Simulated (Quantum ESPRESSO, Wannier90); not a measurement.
## Wannier functions of KHgF₃ (Cmmm)

```xyz
5
Lattice="3.2020 -3.2081 0.0000 3.2020 3.2081 0.0000 0.0000 0.0000 4.5244" Properties=species:S:1:pos:R:3 pbc="T T T"
K      0.0000     0.0000     2.2622
Hg     3.2020     0.0000     0.0000
F      1.6010     1.6040     0.0000
F      1.6010    -1.6040     0.0000
F      3.2020     0.0000     2.2622
```

Structure: Materials Project mp-7483, symmetrised, not relaxed again. COD (Crystallography Open Database) has an entry of this formula and space group (matched by these alone). The atoms lie within 0.1 Å of the higher space group Pm-3m. Computed values, not measurements, from LDA: Quantum ESPRESSO (norm-conserving PseudoDojo potentials, cutoff 68 Ry, no spin polarisation, no spin-orbit coupling) on a Γ-centred 6×6×6 mesh, then Wannier90. Density: 8×8×8 mesh, Gaussian smearing 0.01 Ry. Spin-orbit coupling is left out although heavy elements are present.

A tight-binding model is made by disentanglement and projection with no localisation steps (num_iter = 0), so the 22 orbitals stay atom-like: hydrogen-like K: s; Hg: s;p;d; F: s;p, axes along x, y, z; frozen window up to 1.81 eV relative to the valence-band maximum. It follows pw.x to 0.6 meV rms for states up to 1.3 eV relative to the valence-band maximum. Matrix elements depend on this choice of orbitals and windows. Bands 9–11 (K 3p 100 %) lie between the kept ones and are excluded.

Question: What are the on-site energies relative to the valence-band maximum, and how fast do the hoppings decay?

Answer: 
```
atom        orbitals  energy (eV)
----  --------------  -----------
K1                 s         7.25
Hg2                s         2.53
Hg2            pz py         9.63
Hg2               px         9.60
Hg2          dz2 dxy        -4.20
Hg2   dxz dyz dx2-y2        -4.38
F3                 s       -20.69
F3                pz        -2.71
F3             px py        -3.14
F4                 s       -20.69
F4                pz        -2.71
F4             px py        -3.14
F5                 s       -20.71
F5                pz        -3.61
F5             px py        -2.72
```

```tsv
distance of the centres (Å)	largest modulus (eV)
2–3	1.3
3–4	0.89
4–5	0.38
5–6	0.19
6–7	0.13
7–8	0.060
8–9	0.015
9–10	0.020
10–11	0.0069
11–12	0.0058
12–13	0.0032
```
